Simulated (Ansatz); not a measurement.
NiSi₂ (fluorite type, space group Fm-3m)

```
CELL_PARAMETERS angstrom
      0.00000     2.72203     2.72203
      2.72203     0.00000     2.72203
      2.72203     2.72203     0.00000
ATOMIC_POSITIONS crystal
  Ni 0.00000 0.00000 0.00000
  Si 0.25000 0.25000 0.25000
  Si 0.75000 0.75000 0.75000
```

Two-dimensional scan of atom 3 (Si, nearest neighbour Ni at 2.357 Å; its periodic images, 3.8 Å or more away, move with it): u runs along (1.000, 0.000, 0.000), v along (0.000, 0.000, 1.000) (Cartesian). Cell and other atoms are fixed.

Calculation: PBE (plane waves to 420 eV, PAW, scalar-relativistic; Ansatz, a quantum-chemistry and plane-wave program). k mesh 12×12×12 (Γ-centred), Fermi-Dirac smearing 0.05 eV. Points where atoms come too close for the PAW data are left out (x in tables, blank in figures). With partly filled bands, energies and forces of such displacements shift with the k mesh and the smearing. Fu and Fv are the components of the force on the atom. NiSi2 is run without spin polarisation. NiSi2 was relaxed with its symmetry unable to fall. The PAW data are Ansatz's earlier set. 

```csv
Fu (eV/Å),u = -0.780,u = -0.520,u = -0.260,u = 0.000,u = 0.260,u = 0.520,u = 0.780
v = -0.780,x,x,3.05,0.00,-3.05,x,x
v = -0.520,x,___,2.65,0.00,-2.65,___,x
v = -0.260,10.41,___,2.21,0.00,-2.21,___,-10.41
v = 0.000,10.41,4.81,2.04,0.00,-2.04,-4.81,-10.41
v = 0.260,10.41,___,2.21,0.00,-2.21,___,-10.41
v = 0.520,x,___,2.65,0.00,-2.65,___,x
v = 0.780,x,x,3.05,0.00,-3.05,x,x
```

**Question.** Complete the blanks.

**Answer.** 
- v = -0.520, u = -0.520: 5.82
- v = -0.520, u = 0.520: -5.82
- v = -0.260, u = -0.520: 5.08
- v = -0.260, u = 0.520: -5.08
- v = 0.260, u = -0.520: 5.08
- v = 0.260, u = 0.520: -5.08
- v = 0.520, u = -0.520: 5.82
- v = 0.520, u = 0.520: -5.82

(For displaced atoms, the force is minus the slope of the energy, and its curvature is a force constant, which sets phonon frequencies.)
